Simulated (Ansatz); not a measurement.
CsI (CsCl type)

```yaml
crystal:
  lattice:
    - [4.50797, 0.00000, 0.00000]
    - [0.00000, 4.50797, 0.00000]
    - [0.00000, 0.00000, 4.50797]
  atoms:
    - { symbol: Cs, position: [0.00000, 0.00000, 0.00000] }
    - { symbol: I, position: [0.50000, 0.50000, 0.50000] }
```

Grid over V/V₀ and (c/a)/(c/a)₀, subscript 0 meaning the relaxed cell; the conventional c axis lies along z; no internal relaxation.

Level of theory: PBEsol (plane waves to 420 eV, PAW, scalar-relativistic; Ansatz, an electronic-structure program). k mesh 7×7×7 (Γ-centred), Fermi-Dirac smearing 0.05 eV. Stress and pressure are positive under compression. CsI was relaxed with its symmetry unable to fall. Spin-orbit coupling is left out, though I is heavy.

At one point of the scan the stress tensor (GPa) is:

```
   1.19     0.00     0.00
   0.00     1.19     0.00
   0.00     0.00     1.58
```

Question: Which point is it?
A) V/V₀ = 1.000, (c/a)/(c/a)₀ = 0.960
B) V/V₀ = 0.920, (c/a)/(c/a)₀ = 0.960
C) V/V₀ = 0.920, (c/a)/(c/a)₀ = 0.980
D) V/V₀ = 0.920, (c/a)/(c/a)₀ = 1.000

Answer: C, V/V₀ = 0.920, (c/a)/(c/a)₀ = 0.980

(A scan under strain: stresses follow from slopes of the energy per volume, elastic moduli from its curvatures.)
